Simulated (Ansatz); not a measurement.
Pd (hcp): energy against volume

The calculation used DFT, BLYP, plane waves (420 eV) with PAW, scalar-relativistic (Ansatz). (PAW data from PBE, frozen cores regenerated.)

The cell is scaled uniformly from the relaxed one, with fractional coordinates and shape fixed. Energies are extrapolated to zero smearing, pressures are those at the given smearing. Magnetic state: ferromagnetic.

A Birch-Murnaghan fit gives V₀ = 16.45 Å³/atom, B₀ = 132 GPa, B₀′ = 5.5.

(1) What are the energy above the minimum and the pressure at 15.111 Å³/atom?

(2) What are the energy above the minimum and the pressure at 15.768 Å³/atom?

(3) What are the energy above the minimum and the pressure at 17.082 Å³/atom?

Results:

(1) 54.0 meV/atom and 14.08 GPa as computed.

(2) 12.8 meV/atom and 6.24 GPa as computed.

(3) 9.2 meV/atom and -4.46 GPa as computed.
